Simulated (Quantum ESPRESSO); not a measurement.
**Band energies of GaN**

```
CELL_PARAMETERS angstrom
      0.00000     2.24980     2.24980
      2.24980     0.00000     2.24980
      2.24980     2.24980     0.00000
ATOMIC_POSITIONS crystal
  N  0.25000 0.25000 0.25000
  Ga 0.00000 0.00000 0.00000
```

PBEsol (pw.x of Quantum ESPRESSO, ONCV potentials, no spin-orbit coupling); path ΓXWKΓLUWLK,UX; energies in eV from the valence-band maximum.

| k (1/Å) | point | band 5 | band 6 | band 7 | band 8 | band 9 | band 10 | band 11 | band 12 |
|---|---|---|---|---|---|---|---|---|---|
| 0.00 | Γ | -13.24 | -13.24 | 0.00 | 0.00 | 0.00 | 1.74 | 10.28 | 10.28 |
| 0.32 |  | -13.25 | -13.23 | -1.33 | -0.42 | -0.42 | 3.10 | 9.21 | 10.71 |
| 0.75 |  | -13.19 | -12.93 | -3.74 | -1.67 | -1.67 | 4.54 | 7.23 | 11.27 |
| 1.07 |  | -13.17 | -12.05 | -5.38 | -2.45 | -2.45 | 3.73 | 6.79 | 11.21 |
| 1.40 | X | -13.16 | -11.47 | -6.19 | -2.74 | -2.74 | 3.25 | 6.61 | 11.61 |
| 1.51 |  | -13.16 | -11.45 | -6.17 | -2.82 | -2.81 | 3.41 | 6.72 | 11.58 |
| 1.86 |  | -13.20 | -11.25 | -5.89 | -3.49 | -3.49 | 5.22 | 7.91 | 11.19 |
| 2.09 | W | -13.22 | -11.17 | -5.75 | -3.76 | -3.71 | 6.14 | 8.42 | 10.24 |
| 2.34 |  | -13.21 | -11.24 | -5.85 | -4.18 | -2.82 | 5.56 | 8.05 | 10.65 |
| 2.59 | K | -13.20 | -11.30 | -5.93 | -4.33 | -2.20 | 4.91 | 7.86 | 10.98 |
| 2.69 |  | -13.21 | -11.34 | -5.91 | -4.43 | -1.99 | 5.35 | 7.92 | 10.65 |
| 3.08 |  | -13.25 | -12.18 | -5.37 | -3.32 | -1.04 | 6.47 | 7.44 | 9.45 |
| 3.48 |  | -13.26 | -13.14 | -3.35 | -1.46 | -0.32 | 4.44 | 8.74 | 10.09 |
| 3.77 |  | -13.24 | -13.23 | -1.39 | -0.38 | -0.07 | 2.89 | 9.56 | 10.49 |
| 4.07 | Γ | -13.24 | -13.24 | 0.00 | 0.00 | 0.00 | 1.74 | 10.28 | 10.28 |
| 4.17 |  | -13.24 | -13.24 | -0.26 | -0.02 | -0.02 | 1.95 | 10.17 | 10.31 |
| 4.47 |  | -13.24 | -13.24 | -2.30 | -0.28 | -0.28 | 3.34 | 9.22 | 10.64 |
| 4.88 |  | -13.21 | -12.73 | -5.41 | -0.76 | -0.76 | 4.45 | 8.58 | 10.60 |
| 5.18 |  | -13.19 | -11.99 | -7.00 | -0.97 | -0.97 | 4.61 | 8.65 | 10.34 |
| 5.28 | L | -13.19 | -11.92 | -7.13 | -0.98 | -0.98 | 4.62 | 8.66 | 10.32 |
| 5.60 |  | -13.19 | -11.77 | -6.85 | -2.13 | -1.28 | 5.65 | 7.65 | 10.28 |
| 5.92 |  | -13.20 | -11.44 | -6.15 | -3.95 | -1.88 | 5.56 | 7.76 | 10.46 |
| 6.13 | U | -13.20 | -11.30 | -5.93 | -4.33 | -2.20 | 4.91 | 7.86 | 10.98 |
| 6.33 |  | -13.20 | -11.26 | -5.88 | -4.23 | -2.63 | 5.36 | 7.98 | 10.77 |
| 6.63 | W | -13.22 | -11.17 | -5.75 | -3.76 | -3.71 | 6.14 | 8.42 | 10.24 |
| 6.73 |  | -13.22 | -11.20 | -5.77 | -3.98 | -3.37 | 6.17 | 8.33 | 10.09 |
| 7.02 |  | -13.21 | -11.48 | -6.26 | -3.52 | -2.15 | 6.59 | 7.20 | 9.94 |
| 7.42 |  | -13.19 | -11.86 | -7.02 | -1.47 | -1.11 | 5.09 | 8.18 | 10.29 |
| 7.61 | L | -13.19 | -11.92 | -7.13 | -0.98 | -0.98 | 4.62 | 8.66 | 10.32 |
| 7.70 |  | -13.19 | -11.91 | -7.11 | -1.08 | -1.00 | 4.72 | 8.56 | 10.32 |
| 8.04 |  | -13.20 | -11.67 | -6.64 | -2.77 | -1.47 | 5.99 | 7.37 | 10.26 |
| 8.30 |  | -13.20 | -11.39 | -6.07 | -4.12 | -1.95 | 5.42 | 7.84 | 10.55 |
| 8.47 | K | -13.20 | -11.30 | -5.93 | -4.33 | -2.20 | 4.91 | 7.86 | 10.98 |
| 8.47 | U | -13.20 | -11.30 | -5.93 | -4.33 | -2.20 | 4.91 | 7.86 | 10.98 |
| 8.57 |  | -13.19 | -11.32 | -5.98 | -4.03 | -2.39 | 4.47 | 7.61 | 11.24 |
| 8.96 | X | -13.16 | -11.47 | -6.19 | -2.74 | -2.74 | 3.25 | 6.61 | 11.61 |

The PBEsol gap is direct, 1.74 eV at Γ.

Spin-orbit splittings are left out.

Geometry relaxed with PBEsol.

This is not the ordinary phase of the substance; no match was found in the copy of COD used, and its stability was not checked.
